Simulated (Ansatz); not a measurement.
ZnNi:
```yaml
crystal:
  lattice:
    - [2.80671, 0.00000, 0.00000]
    - [0.00000, 2.80671, 0.00000]
    - [0.00000, 0.00000, 2.80671]
  atoms:
    - { symbol: Zn, position: [0.50000, 0.50000, 0.50000] }
    - { symbol: Ni, position: [0.00000, 0.00000, 0.00000] }
```

Relaxed with LDA. Special points in fractions of this cell's reciprocal vectors: Γ (0.000, 0.000, 0.000); X (0.000, 0.500, 0.000); M (0.500, 0.500, 0.000); R (0.500, 0.500, 0.500).

Question: List the band energies nearest the Fermi level at these points for DFT-LDA in the program Ansatz with PAW potentials.

Answer: In eV from the Fermi level; about four levels below and three above (degenerate sets whole), none deeper than 8.9 eV; points with the same levels are listed once.

| k | below | above |
|---|---|---|
| Γ | -2.43 -2.43 -1.03 -1.03 -1.03 | 7.46 7.46 7.46 |
| X | -1.94 -1.94 -1.14 -0.18 | 13.79 13.79 14.64 14.64 |
| M | -1.63 -1.63 -1.29 -1.29 -0.71 | 3.84 4.16 15.80 |
| R | -3.64 -3.64 -3.64 -0.67 -0.67 | 5.19 5.66 5.66 5.66 |

Space group Pm-3m (CsCl type). The workflow started from a Materials Project entry (that database holds measured and hypothetical structures alike); the Crystallography Open Database files this formula in space group No. 221, but the cells were not matched. Its standing as an ambient phase is unchecked. The LDA relaxation kept the symmetry of its start. At this level the phase is mechanically unstable. No spin polarisation was allowed.

Potentials: the later of the program's two PAW sets.
